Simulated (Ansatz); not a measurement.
F:
```cif
data_F8
_chemical_formula_sum 'F8'
_space_group_name_H-M_alt 'C2/m'
_space_group_IT_number 12
_space_group_name_Hall '-C 2y'
_cell_length_a 5.09208
_cell_length_b 2.90046
_cell_length_c 6.70525
_cell_angle_alpha 90.000
_cell_angle_beta 109.444
_cell_angle_gamma 90.000
loop_
_atom_site_label
_atom_site_type_symbol
_atom_site_symmetry_multiplicity
_atom_site_Wyckoff_symbol
_atom_site_fract_x
_atom_site_fract_y
_atom_site_fract_z
_atom_site_occupancy
F1 F 4 i 0.00666 0.50000 0.39781 1
F2 F 4 i 0.09795 0.00000 0.10213 1
```
(The calculation used a cell of 4 atoms; values per cell refer to that cell.)

This is the LDA-relaxed structure.

Task: All from plane-wave PAW LDA (Ansatz code), unless another level is named. Give the band gap.

Result: 2.31 eV (indirect).

Task: Next, the smallest direct gap on the standard path?

Result: 2.48 eV.

Task: Give the conduction-band minimum.

Result: at Γ.

The workflow started from a Materials Project entry (that database holds measured and hypothetical structures alike); the Crystallography Open Database files this formula in space group No. 12, but the cells were not matched. It is not the usual solid phase (space group No. 15). The LDA relaxation kept the symmetry of its start; whether a distortion lowers the energy is not shown. The substance is a gas or liquid at ambient conditions. A crystal of weakly bound molecules computed without a dispersion correction: the cell and the soft elastic constants depend strongly on that.

Potentials: the later of the program's two PAW sets.
